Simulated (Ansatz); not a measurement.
Ni₂Ge: do energies and stresses tell the same story?

Theory: Ansatz, DFT PBEsol, scalar-relativistic, plane waves, PAW.

Plane waves to 420 eV, a k mesh through Γ of 8×10×6 on the computed 12-atom cell and Gaussian smearing (0.10 eV); no spin polarisation.

Relaxed cell: Pnma, a = 5.049 Å, b = 3.788 Å, c = 7.181 Å, α = 90.00°, β = 90.00°, γ = 90.00°, 12 atoms in the primitive cell. Whether it is the stable form of this composition wasn't checked.

Energies at zero smearing and pressures from the stress tensor, at volumes with shape and atoms relaxed:
```json
{"V (Å³/atom)": "10.758", "E − E(first) (meV/atom)": "0.00", "P (GPa)": "13.82"}
{"V (Å³/atom)": "11.101", "E − E(first) (meV/atom)": "-21.24", "P (GPa)": "6.27"}
{"V (Å³/atom)": "11.445", "E − E(first) (meV/atom)": "-27.75", "P (GPa)": "0.00"}
{"V (Å³/atom)": "11.788", "E − E(first) (meV/atom)": "-22.00", "P (GPa)": "-5.21"}
{"V (Å³/atom)": "12.131", "E − E(first) (meV/atom)": "-6.02", "P (GPa)": "-9.51"}
```

Check P = −dE/dV between neighbouring volumes, and get the bulk modulus from the pressures alone.

With 1 eV/Å³ = 160.2 GPa:
```tsv
middle V (Å³/atom)	−ΔE/ΔV (GPa)	mean P (GPa)
10.930	9.913	10.045
11.273	3.035	3.136
11.616	-2.684	-2.603
11.960	-7.455	-7.360
```

The two differ by 0.13 GPa at most. The mean of two end pressures misses the average over a step by about ΔV² P″/12, up to 0.12 GPa here; with that taken off 0.02 GPa remains. Around V = 11.445 Å³/atom, the two neighbours give B = −V ΔP/ΔV = 11.445 × 11.48 / 0.687 = 191.3 GPa, against B0 = 190.3 GPa from the Birch–Murnaghan fit of the energies.

A ferromagnetic start lost its moments in a first run, so spin was left out; other magnetic orders weren't tried.

Cost: 6 runs of about 20 core-minutes in all, on AMD EPYC 9R45 (Zen 5) (shared hosts).